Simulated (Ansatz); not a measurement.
## Structures of BP$_{2}$: which is lowest?

Plane-wave DFT in Ansatz with scalar-relativistic PAW potentials, cutoff 420 eV, Γ-centred meshes chosen by cell and gap, Gaussian smearing with energies taken to zero width. Every cell was relaxed (cell and atoms) in a run of its own, within the symmetry of its start. Functional: PBE.

Relaxed structures (starts from databases or built by putting these elements on another compound's sites):
A. I4/mcm, 6 atoms in the computed cell, a = 4.856 Å, c = 5.906 Å; sites (symmetry × multiplicity) B 422 × 4, P m.2m × 8; start: built
B. I-42d, 6 atoms in the computed cell, a = 4.451 Å, c = 7.995 Å; sites (symmetry × multiplicity) B -4.. × 4, P .2. × 8; start: built
C. I4/mmm, 3 atoms in the computed cell, a = 2.865 Å, c = 10.530 Å; sites (symmetry × multiplicity) B 4/mmm × 2, P 4mm × 4; start: built

**Question.** Rank them by energy. Could pressure change the order?

**Answer.**
```csv
structure,group,E − E(lowest) (meV/atom),V (Å³/atom),gap on mesh (eV)
B,I-42d,0.0,13.20,0.00
C,I4/mmm,461,14.40,0.00
A,I4/mcm,562,11.61,0.00
```

B is lowest, 461 meV/atom under C. A is denser by 1.59 Å³/atom, so pressure favours it: ΔE/ΔV, with ΔE in eV and 1 eV/Å³ = 160.2 GPa, gives about 57 GPa for equal enthalpy if both cells were rigid; at such pressures compression changes ΔV much, so this is a scale only. Other structures may lie lower than all of these, and vibrations aren't counted.